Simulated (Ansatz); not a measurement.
Relaxed candidate structures of NaYCl$_{4}$:

A. P-1 (No. 2), aP12; a = 6.5837 Å, b = 6.7212 Å, c = 6.9718 Å, α = 89.48°, β = 87.85°, γ = 79.16°; Na 2i (0.226, 0.190, 0.540); Y 2i (0.789, 0.300, 0.055); Cl 2i (0.604, 0.209, 0.367); Cl 2i (0.091, 0.999, 0.211); Cl 2i (0.051, 0.499, 0.244); Cl 2i (0.568, 0.688, 0.121); non-magnetic

B. P6mm (No. 183), hP6; a = 4.865 Å, b = 4.865 Å, c = 7.725 Å, α = 90.00°, β = 90.00°, γ = 120.00°; Cl 2b (0.333, 0.667, 0.900); Cl 2b (0.333, 0.667, 0.494); Na 1a (0.000, 0.000, 0.070); Y 1a (0.000, 0.000, 0.641); non-magnetic

C. P6/mmm (No. 191), hP6; a = b = 5.006 Å, c = 7.891 Å, α = β = 90.00°, γ = 120.00°; Cl 2c (0.333, 0.667, 0.000); Cl 2d (0.333, 0.667, 0.500); Na 1b (0.000, 0.000, 0.500); Y 1a (0.000, 0.000, 0.000); spin-polarised, with opposite induced moments

D. I4₁/amd, origin choice 1 (No. 141), tI24, AFLOW prototype A4BC_tI24_141_h_b_a (as in ZrSiO4); a = 9.335 Å, b = 9.335 Å, c = 8.849 Å, α = 90.00°, β = 90.00°, γ = 90.00°; Cl 16h (0.289, 0.000, 0.076); Y 4b (0.000, 0.000, 0.500); Na 4a (0.000, 0.000, 0.000); non-magnetic

Q: Put the candidates in order of energy per atom, lowest first, for r2SCAN (plane waves to 500 eV, PAW, scalar-relativistic; Ansatz, a quantum-chemistry and plane-wave program).

A: A (reference, the lowest of the structures calculated here), D (+0.183 eV/atom), B (+0.957 eV/atom), C (+1.06 eV/atom)

Q: Give each candidate's band gap.

A: No gap: C. A: 5.02 eV (no spin-orbit coupling); B: 0.87 eV (no spin-orbit coupling); D: 5.74 eV (no spin-orbit coupling).

 2 generated cells of layers, chains or molecules, poorly bound without dispersion, are left out. Each run could gain symmetry but not lose that of its start, so entries can be saddle points. From databases, or of a type measured for this composition: P-1, aP12, non-magnetic; the others are generated cells (placed on structure types, drawn at random, substituted or restacked) that were not matched to a known phase here. Each structure is listed in the lowest spin state found for it. Energies are at zero temperature and pressure, without zero-point motion. Spin states reached: non-magnetic, spin-polarised, with opposite induced moments; non-magnetic ones ran without spin or lost their moments; spin orders were not searched systematically. The d or f electrons are treated with no Hubbard U. Gaps of cells over 8 atoms come from the SCF mesh and high-symmetry points alone.
